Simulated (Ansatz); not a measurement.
A relaxed cell of Sn3GeSe4 is given with its symmetry left out. The cell was found from a structure generator's guess, not taken from experiment.

Method: Ansatz 0.2.0, DFT PBE, scalar-relativistic, plane waves, PAW. Cutoff 420 eV, Γ-centred mesh, Gaussian smearing, no spin polarisation.

```yaml
crystal:
  lattice:
    - [-2.98736, 2.98736, 5.96670]
    - [2.98736, -2.98736, 5.96670]
    - [2.98736, 2.98736, -5.96670]
  atoms:
    - { symbol: Sn, position: [0.00000, 0.00000, 0.00000] }
    - { symbol: Sn, position: [0.75000, 0.25000, 0.50000] }
    - { symbol: Sn, position: [0.25000, 0.75000, 0.50000] }
    - { symbol: Ge, position: [0.50000, 0.50000, 0.00000] }
    - { symbol: Se, position: [0.74110, 0.74110, 0.00000] }
    - { symbol: Se, position: [0.25890, 0.25890, 0.00000] }
    - { symbol: Se, position: [0.50000, 0.00000, 0.50000] }
    - { symbol: Se, position: [0.00000, 0.50000, 0.50000] }
```

Energies over the elements count from the elements' standard structures at the same level, with no fitted energy shifts. The references include grey tin.

Question: What space group does it have?

Answer: I4/mmm (No. 139), with Sn and Ge ordered on rock salt sites. Conventional cell: a = 5.975 Å, c = 11.933 Å. Sn on a site of symmetry 4/mmm is surrounded by 6 Se at 2.99–3.09 Å; Sn on a site of symmetry -4m2 is surrounded by 6 Se at 2.98–2.99 Å; Ge has 6 Se at 2.88–2.99 Å; around Se on a site of symmetry 4mm lie 1 Ge at 2.88 Å and 5 Sn at 2.99–3.09 Å; 1 more site not described.

Question: How far does it lie from the elements in energy?

Answer: −0.36 eV/atom. A negative formation energy is needed for stability but isn't enough: competing phases decide.

Question: Is it a metal?

Answer: It can't be told: by band count a gap of 0.05 eV opens on the 10×10×10 mesh, less than the smearing, so the run treats the cell as a metal.

The last run used a 10×10×10 mesh for its 8-atom cell and Gaussian smearing of 0.10 eV. The reference form of Se is held partly by dispersion forces, which this level lacks. Symmetry constrained the relaxation, so the result can be a saddle point.
